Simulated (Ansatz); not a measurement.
# Pd (dhcp): energy against volume

The calculation used DFT, BLYP, plane waves (420 eV) with PAW, scalar-relativistic (Ansatz 0.2.0). (PAW data from PBE, frozen cores regenerated.)

The cell is scaled uniformly from the relaxed one, with fractional coordinates and shape fixed. Energies are extrapolated to zero smearing, pressures are those at the given smearing. Magnetic state: spin not included.

A Birch-Murnaghan fit gives V₀ = 16.37 Å³/atom, B₀ = 133 GPa, B₀′ = 5.6.

What are the energy above the minimum and the pressure at 14.438 Å³/atom?

125.3 meV/atom and 24.15 GPa as computed.

What are the energy above the minimum and the pressure at 15.751 Å³/atom?

10.6 meV/atom and 6.05 GPa as computed.

What are the energy above the minimum and the pressure at 17.720 Å³/atom?

38.7 meV/atom and -8.17 GPa as computed.
